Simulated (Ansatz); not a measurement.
Starting cell, Bi₂Te₃ (Bi2Te3 type, space group R-3m):

```
CELL_PARAMETERS angstrom
      2.19356     1.26645    10.09527
     -2.19356     1.26645    10.09527
      0.00000    -2.53291    10.09527
ATOMIC_POSITIONS crystal
  Bi 0.40015 0.40015 0.40015
  Bi 0.59985 0.59985 0.59985
  Te 0.00000 0.00000 0.00000
  Te 0.20935 0.20935 0.20935
  Te 0.79065 0.79065 0.79065
```

Two-dimensional scan of atom 5 (Te, nearest neighbour Bi at 3.068 Å; its periodic images, 4.4 Å or more away, move with it): u runs along (1.000, 0.000, 0.000), v along (0.000, 0.000, 1.000) (Cartesian). Cell and other atoms are fixed.

These are PBE-D3(BJ) (plane waves to 420 eV, PAW, scalar-relativistic; Ansatz, a program for electronic structure) values and carry that method's errors. k mesh 7×7×7 (Γ-centred), Fermi-Dirac smearing 0.05 eV. The energy includes the smearing's −TS. Points where atoms come too close for the PAW data are left out (x in tables, blank in figures). As the smearing reaches across the gap at some points, energies and forces of such displacements shift with the k mesh and the smearing. Fu and Fv are the components of the force on the atom. Bi2Te3 was relaxed with its symmetry unable to fall. Spin-orbit coupling is left out, though Bi and Te are heavy. The zero of ΔE is the undisplaced structure. Axes are in Å.

ΔE (eV/cell), with u across and v down:

```csv
v \ u,-0.770,-0.513,-0.257,0.000,0.257,0.513,0.770
-0.770,x,3.435,2.083,1.667,2.083,3.435,x
-0.513,3.571,1.946,1.055,0.771,1.055,1.946,3.571
-0.257,1.914,0.946,0.380,0.194,0.380,0.946,1.914
0.000,1.045,0.473,0.120,0.000,0.120,0.473,1.045
0.257,0.823,0.465,0.242,0.165,0.242,0.465,0.823
0.513,1.058,0.782,0.628,0.577,0.628,0.782,1.058
0.770,1.615,1.290,1.135,1.092,1.135,1.290,1.615
```

Fv (eV/Å), with u across and v down:

| v \ u | -0.770 | -0.513 | -0.257 | 0.000 | 0.257 | 0.513 | 0.770 |
|---|---|---|---|---|---|---|---|
| -0.770 | x | 6.59 | 4.54 | 3.95 | 4.54 | 6.59 | x |
| -0.513 | 8.07 | 4.91 | 3.38 | 2.94 | 3.38 | 4.91 | 8.07 |
| -0.257 | 4.86 | 2.86 | 1.83 | 1.52 | 1.83 | 2.86 | 4.86 |
| 0.000 | 2.01 | 0.87 | 0.22 | 0.01 | 0.22 | 0.87 | 2.01 |
| 0.257 | -0.15 | -0.71 | -1.09 | -1.22 | -1.09 | -0.71 | -0.15 |
| 0.513 | -1.58 | -1.67 | -1.82 | -1.89 | -1.82 | -1.67 | -1.58 |
| 0.770 | -2.78 | -2.27 | -2.10 | -2.07 | -2.10 | -2.27 | -2.78 |

What the scan shows:

* **Principal force constants in the plane (five-point differences of the forces)**: 3.7 and 5.5 eV/Å²
* **Softest direction at the centre**: along u
* **Centre of the map**: a minimum
* **Lowest place on the grid**: u = 0.000 Å, v = 0.000 Å (0 meV/cell)

The 49 points together took roughly 90 core-minutes.

(A displaced cell: forces are minus the slopes of the energy, force constants its curvatures, and phonons follow from these.)
